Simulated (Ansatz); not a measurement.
Ansatz (a first-principles code) input:

Ansatz 0.2 input:
```yaml
crystal:
  lattice:
    - [0.0, 4.7938864711, 4.7938864711]
    - [4.7938864711, 0.0, 4.7938864711]
    - [4.7938864711, 4.7938864711, 0.0]
  atoms:
    - { symbol: C, position: [0.0, 0.0, 0.0] }
    - { symbol: C, position: [0.25, 0.25, 0.25] }
    - { symbol: C, position: [0.0889194933, 0.0889194933, 0.0889194933] }
    - { symbol: C, position: [0.1610805067, 0.1610805067, 0.1610805067] }
    - { symbol: C, position: [0.73324152, 0.0889194933, 0.0889194933] }
    - { symbol: C, position: [0.51675848, 0.1610805067, 0.1610805067] }
    - { symbol: C, position: [0.0889194933, 0.73324152, 0.0889194933] }
    - { symbol: C, position: [0.1610805067, 0.51675848, 0.1610805067] }
    - { symbol: C, position: [0.0889194933, 0.0889194933, 0.73324152] }
    - { symbol: C, position: [0.1610805067, 0.1610805067, 0.51675848] }
kpoints:
  mp_grid: { grid: [5, 5, 5] }
hamiltonian:
  xc: r2scan
  pseudopotentials: { azcp: { folder: ./paw }, kind: paw }
scf:
  occupations: { method: fixed }
output:
  optics: { e_range: [0.0, 15.0], de: 0.05, sigma: 0.1, bands: { spectra_wanted_up_to: 12 eV } }
```

Output (shortened):

```
output.optics: the spectra are integrated over the Brillouin zone by k·p interpolation around the k-points, where levels, occupations, output.optics.sigma and …
Pseudopotential: C, paw, valence charge 4
Functional definition: r2SCAN
Crystal: 10 atoms, lattice volume = 220.340 Å³
Basis set: ecut = 500 eV, 5601 PW (Γ), exchange–correlation on 200×200×200 points (64 copies of the dense FFT grid, shifted against one another)
Bands: 30, of which v1, the nominal top of the filled ones, is band 20 counted from 1 (19 counted from 0)
Symmetry: 48 space group operations
Space group: Fd-3m (ITA 227), of the structure as read, at distance tolerance 6.0e-5 Å
k-points: 10 of 125
SCF iter   1: F=—  HF=-2511.714621 eV  |F-HF|=—  |Δ(HF+E_count)|=         —  Δρ=9.49e-2  dr2=1.87e1  dr2_τ=3.72e0  ethr=3.10e-3  ⟨swp⟩=5.0  Hψ=1222  notcnv=0  defer=66
preconditioner: auto → Resta (q_TF=auto, 2.053 Å⁻¹)
SCF iter   2: F=—  HF=-2505.091056 eV  |F-HF|=—  |Δ(HF+E_count)|=    6.62e0  Δρ=3.74e-2  dr2=2.71e0  dr2_τ=9.95e-2  ethr=3.10e-3  ⟨swp⟩=3.9  Hψ=780  notcnv=0  defer=71
SCF iter   3: F=—  HF=-2504.399490 eV  |F-HF|=—  |Δ(HF+E_count)|=   6.92e-1  Δρ=6.69e-3  dr2=6.37e-2  dr2_τ=1.25e-2  ethr=3.10e-3  ⟨swp⟩=2.0  Hψ=587  notcnv=0  defer=55
SCF iter   4: F=—  HF=-2504.416367 eV  |F-HF|=—  |Δ(HF+E_count)|=   1.69e-2  Δρ=2.22e-3  dr2=8.56e-3  dr2_τ=4.89e-4  ethr=1.59e-4  ⟨swp⟩=2.2  Hψ=491  notcnv=0  defer=79
SCF iter   5: F=—  HF=-2504.424848 eV  |F-HF|=—  |Δ(HF+E_count)|=   8.48e-3  Δρ=2.16e-4  dr2=2.44e-4  dr2_τ=7.26e-6  ethr=2.14e-5  ⟨swp⟩=2.0  Hψ=367  notcnv=0  defer=79
SCF iter   6: F=—  HF=-2504.426054 eV  |F-HF|=—  |Δ(HF+E_count)|=   1.21e-3  Δρ=8.23e-5  dr2=1.57e-5  dr2_τ=1.02e-6  ethr=6.09e-7  ⟨swp⟩=2.0  Hψ=474  notcnv=0  defer=78
SCF iter   7: F=—  HF=-2504.426145 eV  |F-HF|=—  |Δ(HF+E_count)|=   9.09e-5  Δρ=1.21e-5  dr2=2.51e-7  dr2_τ=2.64e-8  ethr=3.93e-8  ⟨swp⟩=2.0  Hψ=444  notcnv=0  defer=55
SCF iter   8: F=—  HF=-2504.426102 eV  |F-HF|=—  |Δ(HF+E_count)|=   4.28e-5  Δρ=1.86e-6  dr2=9.16e-9  dr2_τ=2.82e-10  ethr=6.27e-10  ⟨swp⟩=2.0  Hψ=500  notcnv=0  defer=53
SCF iter  10: F=-2504.426102 eV  HF=-2504.426102 eV  |F-HF|=3.55e-11  |Δ(HF+E_count)|=   1.98e-9  Δρ=3.06e-8  dr2=2.38e-12  dr2_τ=1.03e-13  ethr=1.00e-12  ⟨swp⟩=13.8  Hψ=1606  notcnv=0
SCF 1 converged in 10 iterations: F = -2504.426102 eV  dr2 = 2.38e-12
NSCF: frozen V_eff on 10 k-points
Optics k sum: 0 of 10 k-points
Optics k sum: 1 of 10 k-points
Optics k sum: 2 of 10 k-points
Optics k sum: 3 of 10 k-points
Optics k sum: 4 of 10 k-points
Optics k sum: 5 of 10 k-points
Optics k sum: 6 of 10 k-points
Optics k sum: 7 of 10 k-points
Optics k sum: 8 of 10 k-points
Optics k sum: 9 of 10 k-points
Optics k sum: 10 of 10 k-points
Optics k sum: 0 of 10 k-points
Optics k sum: 1 of 10 k-points
Optics k sum: 2 of 10 k-points
Optics k sum: 3 of 10 k-points
Optics k sum: 4 of 10 k-points
Optics k sum: 5 of 10 k-points
Optics k sum: 6 of 10 k-points
Optics k sum: 7 of 10 k-points
Optics k sum: 8 of 10 k-points
Optics k sum: 9 of 10 k-points
Optics k sum: 10 of 10 k-points
NSCF: frozen V_eff on 1 k-points
NSCF: frozen V_eff on 1 k-points
NSCF: frozen V_eff on 1 k-points
NSCF: frozen V_eff on 1 k-points
output.optics: what the bands over the 56 summed would add to eps1, eps2 and the energy-loss function is held between a lower and an upper bound (10 Lanczos …
SCF converged after 10 iterations
Free energy (F): -2504.426102 eV
Harris-Foulkes:  -2504.426102 eV  (|F-HF|=3.55e-11)
Internal energy: -2504.426102 eV  (E = F + TS)
E sigma→0 (E₀):  -2504.426102 eV
Fermi energy:    -2.569229 eV
--- Per-component energies (eV) ---
  E_band       = -381.280314
  E_kinetic    = 864.093528
  E_local      = -3283.529287  (includes V_loc(G=0)·N_el)
  E_nonlocal   = 235.669880
  E_hartree    = 1233.303490
  E_xc         = -450.234160
  E_vxc        = -621.360753  (∫ρ·V_xc dr)
  E_paw        = -1016.899512  (= ΣΔE_a)
  E_vpaw       = -79.423101  (= ΣTr[D̂ρ^β])
  E_aug_tail   = 0.000013  (compensation charges beyond the density's cutoff)
  E_vtau       = 36.662467  (kinetic-family band-sum trace: ∫τ·v_τ [+ j·A + Jᵃ·Aᵃ] dr)
  E_ewald      = -86.582316
  E_core_change = -0.247739  (= ΣΔE_core)
  E_smearing   =  0.000000  (= −TS)
  E_closure    = 0.000000  (closes the sum)
  Σ components = -2504.426102   (vs F -2504.426102, Δ=0.00e0)
  [band-id]    e_kinetic+e_local+e_nonlocal+2·e_hartree+e_vxc+e_vpaw+e_augmentation_tail+e_vtau = -381.280273   (vs E_band -381.280314, Δ=4.14e-5)
--- Band table (eV; the first three rows and the last of 10) ---
  k-point 0: bands = ["-19.7651", "-18.7976", "-16.0709", "-16.0709", "-16.0709", "-13.6430", "-11.3193", "-11.3193", "-11.3193", "-9.1691", "-9.1691", "-9.1691", "-4.7009", "-4.7009", "-3.7539", "-3.7539", "-3.7539", "-2.5713", "-2.5713", "-2.5713", …
  k-point 1: bands = ["-19.7158", "-18.8970", "-16.0734", "-16.0734", "-15.9085", "-13.8731", "-11.2862", "-11.2862", "-11.0664", "-9.3427", "-9.2220", "-9.2220", "-4.6135", "-4.6135", "-3.7251", "-3.7251", "-3.6845", "-2.7522", "-2.7522", "-2.5705", …
  k-point 2: bands = ["-19.6065", "-19.0803", "-16.0773", "-16.0773", "-15.5862", "-14.2765", "-11.2297", "-11.2297", "-10.5588", "-9.7553", "-9.3096", "-9.3096", "-4.4593", "-4.4593", "-3.6112", "-3.6112", "-3.5723", "-3.1147", "-3.1147", "-2.5692", …
  k-point 9: bands = ["-19.4787", "-19.2499", "-16.0854", "-16.0829", "-15.2305", "-14.6690", "-11.1527", "-11.1204", "-10.3187", "-9.8979", "-9.4697", "-9.4210", "-4.2749", "-4.1703", "-3.9849", "-3.7455", "-3.2883", "-3.2372", "-2.9556", "-2.8933", …
```

Cost: roughly 120 core-seconds on shared cores.

The start of the workflow was typed in or built on a structure type. Its sites differ from those of the usual phase in this space group: another stacking or structure type. The r²SCAN relaxation kept the symmetry of its start; its stability against distortions is not shown here.

Potentials: the earlier of the program's two PAW sets.

Ansatz is a plane-wave DFT program.
